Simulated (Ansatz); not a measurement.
ScAgSe2:
```xyz
4
Lattice="3.8962 0.0000 0.0000 -1.9481 3.3742 0.0000 0.0000 0.0000 6.6264" Properties=species:S:1:pos:R:3 pbc="T T T"
Sc     0.0000     0.0000     0.0000
Ag     0.0000     0.0000     3.3132
Se     0.0000     2.2495     1.5356
Se     1.9481     1.1247     5.0909
```

Relaxed with r²SCAN.

Q: Map the valence electron density (e/Å³), cut off at 2 on the plane through (0.000, 0.000, 0.000) spanned by u = [0, 0, 1] and v = [1, -1, 0] in lattice vectors, from plane-wave PAW r²SCAN (Ansatz code).

A: x is the fraction of u, y of v (the angle between them is 90°; rows are the nearest grid lines); atoms in the plane: Sc at (0.00, 0.00), Ag at (0.50, 0.00), Se at (0.23, 0.33), Se at (0.77, 0.67).
```
|9999410000015999999995100000149999|
|9999410000014999999994100000149999|
|9983100000001499999942100000014999|
|5421000000001247997421000000112355|
|0000000000000000111001112222211100|
|0000000000000000000011223443321100|
|0000000000000000000012499999842100|
|0000000000000000000113799999952100|
|0000000000000000000123999999963110|
|0000000000000000000013699999942100|
|0000000000000000000011235665321100|
|0000000000000000000001122332211000|
|0001122332211000000000000000000000|
|0011235665321100000000000000000000|
|0012499999963100000000000000000000|
|0113699999993210000000000000000000|
|0012599999973110000000000000000000|
|0012489999942100000000000000000000|
|0011233443221100000000000000000000|
|0011122222111001110000000000000000|
|5532110000001247997421000000001245|
|9994100000012499999941000000013899|
|9999410000014999999994100000149999|
|9999410000015999999995100000149999|
```
Scale: ten equal steps from 0.022 (start of '0') to 2.00 (end of '9'), in the order '0123456789'; x runs from 0.000 to 1.00, y from 0.000 (bottom) to 1.00 (top).

The density is the valence pseudo-density with augmentation charge, so density and ELF within about 1 Å of a nucleus are not all-electron values.

Space group P-3m1. The first step of the workflow began from a Materials Project structure, measured or hypothetical; the Crystallography Open Database copy checked does not list it. With Sc and Ag taken as one species the cell has the higher symmetry P6_3/mmc, so it may be an ordered model of a mixed-site phase. Its standing as an ambient phase is unchecked. The r²SCAN relaxation kept the symmetry of its start; whether a distortion lowers the energy is not shown. No spin polarisation was allowed.

Potentials: the later of the program's two PAW sets.
